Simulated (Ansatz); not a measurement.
Name crystals whose computed values (r²SCAN (plane waves, PAW; program Ansatz)) fall in these windows: B₀ by P(V) fit (GPa) 130 to 170; highest Γ mode, no LO–TO term (cm⁻¹) 240 to 330.



```tsv
crystal	B₀ by P(V) fit (GPa)	highest Γ mode, no LO–TO term (cm⁻¹)
TiAu, P4/nmm (Ti on 2c, Au on 2c)	155	288
Cu, dhcp (α-La type)	162	258
AlCu3, Cu3Au type	150	304
ZrS, rock salt	140	244
TiPd, Pmma (Ti on 2e, Pd on 2f)	165	245
```
Others may fit too.

Not the usual ambient phase: Cu, dhcp (α-La type). Standing as an ambient phase not checked: TiAu, P4/nmm (Ti on 2c, Au on 2c); AlCu3, Cu3Au type; ZrS, rock salt; TiPd, Pmma (Ti on 2e, Pd on 2f). Perhaps ordered models of mixed-site phases: TiPd, Pmma (Ti on 2e, Pd on 2f). All cells were relaxed under the symmetry of their starts (and spin orders); stability against distortions was not tested throughout. Rows with no word on spin ran without spin polarisation. Spin–orbit coupling is left out wherever it is not named.

Potentials: the later of the program's two PAW sets.
